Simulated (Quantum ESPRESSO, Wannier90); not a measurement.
# ZnS (wurtzite), plane waves to Wannier functions

```
begin unit_cell_cart
ang
    3.8057997914    0.0000000000    0.0000000000
   -1.9028998957    3.2959193011    0.0000000000
    0.0000000000    0.0000000000    6.2379800000
end unit_cell_cart
begin atoms_frac
Zn   0.3333333333 -0.3333333333  0.0001400000
Zn  -0.3333333333  0.3333333333 -0.4998600000
S    0.3333333333 -0.3333333333  0.3748600000
S   -0.3333333333  0.3333333333 -0.1251400000
end atoms_frac
```

Materials Project entry mp-560588; symmetrised, unrelaxed at this level. COD (Crystallography Open Database) has the formula in 4 space groups, this one among them (matched by group alone). Method: PBEsol plane waves in Quantum ESPRESSO 7.5 (PseudoDojo norm-conserving files, 68 Ry, no spin polarisation, no spin-orbit coupling), Bloch states on a 12×12×4 mesh through Γ, Wannier90 4.0.1. Density: 12×12×6 mesh, cold smearing 0.01 Ry.

A tight-binding model is made by disentanglement and projection with no localisation steps (num_iter = 0), so the 26 orbitals stay atom-like: hydrogen-like Zn: s;p;d; S: s;p, axes along x, y, z; frozen window up to 3.58 eV relative to the valence-band maximum. It follows pw.x to 1.1 meV rms for states up to 3.1 eV relative to the valence-band maximum. Matrix elements depend on this choice of orbitals and windows.

Problem. Which pairs of orbitals on different sites are coupled most strongly? Give distance, modulus and how many such pairs a cell has.

Solution. 
| orbital | orbital | distance of the centres (Å) | modulus (eV) | pairs |
|---|---|---|---|---|
| S pz | Zn pz | 2.67 | 2.93 | 2 |
| S s | Zn pz | 2.56 | 2.43 | 2 |
| S py | Zn py | 2.61 | 2.42 | 2 |
| S pz | Zn s | 2.45 | 2.39 | 2 |
| S s | Zn py | 2.50 | 2.28 | 2 |
| S py | Zn s | 2.43 | 2.22 | 2 |
| S s | Zn px | 2.44 | 1.97 | 4 |
| S px | Zn s | 2.39 | 1.93 | 4 |
| S py | Zn px | 2.41 | 1.54 | 4 |
| S px | Zn py | 2.36 | 1.54 | 4 |
| S px | Zn px | 2.50 | 1.53 | 4 |
| S s | Zn s | 2.35 | 1.45 | 8 |
| S py | Zn pz | 2.37 | 1.29 | 2 |
| S py | Zn py | 2.18 | 1.27 | 2 |
| S px | Zn px | 2.18 | 1.27 | 2 |
| S pz | Zn py | 2.47 | 1.26 | 2 |
| S s | Zn py | 2.30 | 1.14 | 4 |
| S px | Zn px | 2.17 | 1.14 | 2 |
| S px | Zn pz | 2.32 | 1.12 | 4 |
| S py | Zn s | 2.31 | 1.11 | 4 |
| S pz | Zn px | 2.40 | 1.09 | 4 |
| S s | Zn pz | 2.27 | 0.82 | 6 |
| S s | Zn dz2 | 2.35 | 0.82 | 2 |
| S pz | Zn s | 2.30 | 0.79 | 6 |
| S pz | Zn pz | 2.24 | 0.72 | 6 |
| Zn px | Zn py | 3.56 | 0.65 | 4 |
| S py | Zn pz | 2.24 | 0.65 | 4 |
| S pz | Zn py | 2.27 | 0.63 | 4 |
| S s | Zn dx2-y2 | 2.34 | 0.62 | 2 |
| Zn px | Zn px | 3.81 | 0.56 | 2 |
